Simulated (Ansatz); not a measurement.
Relaxed-ion elastic tensor of BeTe (rock salt, space group No. 225) in GPa (Voigt order), the program Ansatz at the PBEsol level (PAW); density 6.09 g/cm³, 18.63 Å³ per atom.

```json
[
 {"": "1", "1": "126", "2": "45.9", "3": "45.9", "4": "0.0", "5": "0.0", "6": "0.0"},
 {"": "2", "1": "45.9", "2": "126", "3": "45.9", "4": "0.0", "5": "0.0", "6": "0.0"},
 {"": "3", "1": "45.9", "2": "45.9", "3": "126", "4": "0.0", "5": "0.0", "6": "0.0"},
 {"": "4", "1": "0.0", "2": "0.0", "3": "0.0", "4": "43.5", "5": "0.0", "6": "0.0"},
 {"": "5", "1": "0.0", "2": "0.0", "3": "0.0", "4": "0.0", "5": "43.5", "6": "0.0"},
 {"": "6", "1": "0.0", "2": "0.0", "3": "0.0", "4": "0.0", "5": "0.0", "6": "43.5"}
]
```

Problem. Is the crystal mechanically stable?

Solution. Yes: the smallest eigenvalue of C is 43.5 GPa.

Problem. Work out the Voigt, Reuss and Hill averages.

Solution. K_V = 72.7, K_R = 72.7, K_H = 72.7; G_V = 42.2, G_R = 42.1, G_H = 42.2 GPa.

Problem. Give Young's modulus, Poisson's ratio, Pugh's ratio and the universal anisotropy index.

Solution. E = 9KG/(3K + G) = 106 GPa; ν = 0.26; K/G = 1.72 (near the Pugh limit of 1.75, no verdict); A_U = 5G_V/G_R + K_V/K_R − 6 = 0.01.

Problem. Estimate the sound speeds and the Debye temperature.

Solution. v_l = √((K + 4G/3)/ρ) = 4600 m/s, v_t = √(G/ρ) = 2630 m/s, mean 2920 m/s; Θ = (h/k)(3n/4πV)^(1/3) v_m = 328 K.

Problem. Give the Zener ratio and Young's modulus along [100], [110] and [111].

Solution. A = 2C44/(C11 − C12) = 1.08; 1/E = S11 − 2(S11 − S12 − S44/2)Γ with Γ = 0, 1/4, 1/3 gives 102, 107, 109 GPa.

Problem. Solve the Christoffel equation for the three sound speeds along [100], [110], [111].

Solution. Eigenvalues of C_ijkl n_j n_l equal ρv². In km/s, slowest first: [100] 2.67, 2.67, 4.56; [110] 2.57, 2.67, 4.61; [111] 2.61, 2.61, 4.63.

Space group Fm-3m (rock salt). The start of the workflow was typed in or built on a structure type; neither database checked (COD, Materials Project) lists it. COD files the formula under space group No. 216. Its standing as an ambient phase is unchecked. Symmetry was held in the PBEsol relaxation. At this level the phase is dynamically unstable (imaginary phonons). As this level gives no gap, shear constants depend on the k-mesh and smearing (Fermi–Dirac, 0.1 eV here). Scalar-relativistic: spin–orbit coupling is off unless named, which matters more the heavier the elements.

Potentials: the earlier of the program's two PAW sets. The files were generated under PBE; for other functionals the program regenerates the frozen cores, and for LDA and PBEsol the local potential too.
